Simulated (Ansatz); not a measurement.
CaSe (rock salt)

```yaml
crystal:
  lattice:
    - [0.00000, 2.96734, 2.96734]
    - [2.96734, 0.00000, 2.96734]
    - [2.96734, 2.96734, 0.00000]
  atoms:
    - { symbol: Ca, position: [0.00000, 0.00000, 0.00000] }
    - { symbol: Se, position: [0.50000, 0.50000, 0.50000] }
```

The slice is a {100} plane (indices of the conventional cell) through the point (0.000, 0.000, 0.000) (fractional), spanned by u = [100] and v = [0 1 -1] in vectors of this cell: u (4.20 Å) and v (4.20 Å, at 90° to u). It covers one period; positions are fractions (u, v).

Method: r2SCAN (plane waves to 500 eV, PAW, scalar-relativistic; Ansatz, a quantum-chemistry and plane-wave program). k mesh 10×10×10. Near the nuclei the fields are pseudised (PAW); where an atom keeps semicore shells as valence, they peak there. CaSe was relaxed with its symmetry unable to fall.

Three fields on this plane, each scaled to ten steps between its own extremes (0 low, 9 high; the total valence density on a logarithmic scale, the potential cut 8 eV below its top; x marks points blanked near nuclei; v = 0 in the bottom row):

Map A
```
|xxxxxxx025789999987520xxxxxx|
|xxxxxxx035789999987530xxxxxx|
|xxxxxx01467899999876410xxxxx|
|xxxxxx02568899999886520xxxxx|
|xxxxx0146778888888776410xxxx|
|xxx00145677766666777654100xx|
|0001245666542101245666542100|
|223456666420xxxxx02466665432|
|5556677640xxxxxxxxx046776655|
|777787752xxxxxxxxxxx25778777|
|888888740xxxxxxxxxxx04788888|
|99999862xxxxxxxxxxxxx2689999|
|99999861xxxxxxxxxxxxx1689999|
|99999860xxxxxxxxxxxxx0689999|
|99999861xxxxxxxxxxxxx1689999|
|99999862xxxxxxxxxxxxx2689999|
|888888740xxxxxxxxxxx04788888|
|777787752xxxxxxxxxxx25778777|
|5556677640xxxxxxxxx046776655|
|223456666420xxxxx02466665432|
|0001245666542101245666542100|
|xxx00145677766666777654100xx|
|xxxxx0146778888888776410xxxx|
|xxxxxx02568899999886520xxxxx|
|xxxxxx01467899999876410xxxxx|
|xxxxxxx035789999987530xxxxxx|
|xxxxxxx025789999987520xxxxxx|
|xxxxxxx025789999987520xxxxxx|
```

Map B
```
|xxxxxxx631000000000136xxxxxx|
|xxxxxxx531111111111135xxxxxx|
|xxxxxx75322222222222357xxxxx|
|xxxxxx64333344444333346xxxxx|
|xxxxx7544445556555444457xxxx|
|xxx76544556677777665544567xx|
|6655444567789999987765444556|
|333334567899xxxxx99876543333|
|1112345789xxxxxxxxx987543211|
|001234679xxxxxxxxxxx97643210|
|001235689xxxxxxxxxxx98653210|
|00124579xxxxxxxxxxxxx9754210|
|00124579xxxxxxxxxxxxx9754210|
|00124679xxxxxxxxxxxxx9764210|
|00124579xxxxxxxxxxxxx9754210|
|00124579xxxxxxxxxxxxx9754210|
|001235689xxxxxxxxxxx98653210|
|001234679xxxxxxxxxxx97643210|
|1112345789xxxxxxxxx987543211|
|333334567899xxxxx99876543333|
|6655444567789999987765444556|
|xxx76544556677777665544567xx|
|xxxxx7544445556555444457xxxx|
|xxxxxx64333344444333346xxxxx|
|xxxxxx75322222222222357xxxxx|
|xxxxxxx531111111111135xxxxxx|
|xxxxxxx631000000000136xxxxxx|
|xxxxxxx631000000000136xxxxxx|
```

Map C
```
|xxxxxxx200000000000002xxxxxx|
|xxxxxxx100012222210001xxxxxx|
|xxxxxx40001345554310004xxxxx|
|xxxxxx10014677777641001xxxxx|
|xxxxx2001478999998741002xxxx|
|xxx41001478999999987410014xx|
|3210001479999999999974100012|
|000001479999xxxxx99997410000|
|0000147999xxxxxxxxx999741000|
|000147899xxxxxxxxxxx99874100|
|001368999xxxxxxxxxxx99986310|
|00247999xxxxxxxxxxxxx9997420|
|00257999xxxxxxxxxxxxx9997520|
|00257999xxxxxxxxxxxxx9997520|
|00257999xxxxxxxxxxxxx9997520|
|00247999xxxxxxxxxxxxx9997420|
|001368999xxxxxxxxxxx99986310|
|000147899xxxxxxxxxxx99874100|
|0000147999xxxxxxxxx999741000|
|000001479999xxxxx99997410000|
|3210001479999999999974100012|
|xxx41001478999999987410014xx|
|xxxxx2001478999998741002xxxx|
|xxxxxx10014677777641001xxxxx|
|xxxxxx40001345554310004xxxxx|
|xxxxxxx100012222210001xxxxxx|
|xxxxxxx200000000000002xxxxxx|
|xxxxxxx300000000000003xxxxxx|
```

**Question.** Assign the maps to these fields: electron localisation function (ELF); valence electron density; electrostatic potential energy of an electron, from the cell's mean.

**Answer.** A is the electrostatic potential energy of an electron, from the cell's mean; B is the valence electron density; C is the electron localisation function (ELF).
